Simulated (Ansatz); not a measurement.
Relaxed Zr (hcp, Mg type):

```
Zr
1.0
    6.49204     0.00000     0.00000
   -1.62301     2.81113     0.00000
    0.00000     0.00000     5.15071
Zr
4
Direct
  0.16667   0.66667   0.75000
  0.66667   0.66667   0.75000
  0.33333   0.33333   0.25000
  0.83333   0.33333   0.25000
```

In each cell atom 4 (Zr, nearest neighbour Zr at 3.185 Å; its periodic images, 3.2 Å or more away, move with it) moves by s·(0.707, 0.707, 0.000) (along Cartesian [110]), the rest being held.

Calculation: r2SCAN (plane waves to 500 eV, PAW, scalar-relativistic; Ansatz, a first-principles code). k mesh 13×13×7 (Γ-centred), Fermi-Dirac smearing 0.05 eV. Left out: 4 of 11 points, with atoms too close for the PAW data. With partly filled bands, energies and forces of such displacements shift with the k mesh and the smearing. F∥ is the force on the atom along that direction. Zr is run without spin polarisation. Zr was relaxed with its symmetry unable to fall. 

```json
[
 {"s (Å)": "-0.576", "F∥ (eV/Å)": "3.107"},
 {"s (Å)": "-0.384", "F∥ (eV/Å)": "2.017"},
 {"s (Å)": "-0.192", "F∥ (eV/Å)": "1.110"},
 {"s (Å)": "0.000", "F∥ (eV/Å)": "0.002"},
 {"s (Å)": "0.192", "F∥ (eV/Å)": "-1.078"},
 {"s (Å)": "0.384", "F∥ (eV/Å)": "-2.048"},
 {"s (Å)": "0.576", "F∥ (eV/Å)": "-3.265"}
]
```

Q: What is the force constant k = d²E/ds² of this move at s = 0?

A: 5.83 eV/Å². The forces along the line at the two nearest points give (1.110 − (-1.078)) / (2·0.192) = 5.70 eV/Å²; the next pair corrects for the finite step.

(A displaced cell: forces are minus the slopes of the energy, force constants its curvatures, and phonons follow from these.)
